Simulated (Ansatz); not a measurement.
EuMn3 (AuCu3-type structure)

The computed numbers are results of PBEsol, scalar-relativistic (collinear spin) in the plane-wave PAW code Ansatz at 420 eV, 8×8×8 k-mesh, Gaussian smearing of 0.05 eV; PAW files: Ansatz's generated set soft_2.

```
Eu Mn
1.0
     4.02431    0.00000    0.00000
     0.00000    4.02431    0.00000
     0.00000    0.00000    4.02431
Eu Mn
1 3
Direct
  0.00000 0.00000 0.00000
  0.00000 0.50000 0.50000
  0.50000 0.50000 0.00000
  0.50000 0.00000 0.50000
```

This is a trial structure made by placing the elements on a prototype's sites, so it needn't be the stable form.

Magnetic state: ferrimagnetic, site spin moments Eu 6.43; Mn -3.31 μB.

Path: Γ–X–M–Γ–R–X | R–M, with Γ = (0.000, 0.000, 0.000), X = (0.000, 0.500, 0.000), M = (0.500, 0.500, 0.000), R = (0.500, 0.500, 0.500) in reciprocal vectors of the calculation's cell.

**Question.** Is it a metal or an insulator, and if it has a gap, where are the band edges on this path?

**Answer.** A metal: bands cross the Fermi level.

Bands as a text map, energy in eV from the Fermi level (dashes), each leg drawn with the same width, + spin up, o spin down, # both:
```
  5.57 |    +o   o+++   + #+     o+      +      ++#  
  5.14 | +++o++++++  +++  oo+ +       +  +++     o ++
  4.71 |++##      o+     # +#+o+   +   o o     +     
  4.29 |oooo++     o#   #++#oooo# #+++++#   ++++#    
  3.86 | ++#oo##############+ +###ooooo#####ooooo####
  3.43 |##oo##ooo###ooooo#ooo#ooo##   #####o   +#oooo
  3.00 |#####++++  ooo ooooo+#++o  + +  o ++  +oooo  
  2.57 |##########o      #####+ +###+#+#+###+++#+    
  2.14 |+#+++#ooo###++++#+++#+#++  o##oo###o##o  ++++
  1.71 |   ++++++####++#+++#   o####o#o##+++oo##+++++
  1.29 |  o++++++++ ####o###   #+++#+#++++++++++#####
  0.86 |++++ +    ++++++++++++++++++++++++  +++#+++++
  0.43 |   o+++++++  +++++#     #+#+++#+++++++++#++++
  0.00 |------+++++++++++--------#+---++++++---++++++
 -0.43 |oooo######+++++++###ooo####ooo######oooo+# ++
 -0.86 |########################+++####+######+######
 -1.29 |++##################+++#####+#+#####++#######
 -1.71 |##ooooo###ooo##oo#ooo#oooooooooo####oooooo###
 -2.14 |   oo##oooooooo####o   o++ooooo+ oooooooo#ooo
 -2.57 |  ++++oooooo#ooooo++   + o#   +#oooo   ++oooo
 -3.00 |++  oo#ooo##o###ooo +++oooo#++###ooo++#######
 -3.43 |oooooo +++##+    ooooooooo+ oo o#+++oo   o   
 -3.86 |ooooooo##o ooooo+  ooooo +o   oo oo#   oooooo
 -4.29 |oo    +oooo     o+  oo    ooooo oooooooo     
 -4.71 |     +o                 +o                   
 -5.14 |    +o           o+     o                    
 -5.57 |   +o             o+   +                     
 -6.00 | ++o               o+ +o                     
        Γ      X      M      Γ      R      XR       M
```

Without a U the 4f levels of Eu lie too near the Fermi level, so their share of the states there, and what hangs on it, is overstated. For elements this heavy, spin–orbit coupling would shift levels and gaps; it isn't included here. The run wasn't fully tested for a lower electronic state. Site moments are of spin, integrated over atomic spheres. The antiparallel order was set by the start and isn't a prediction.
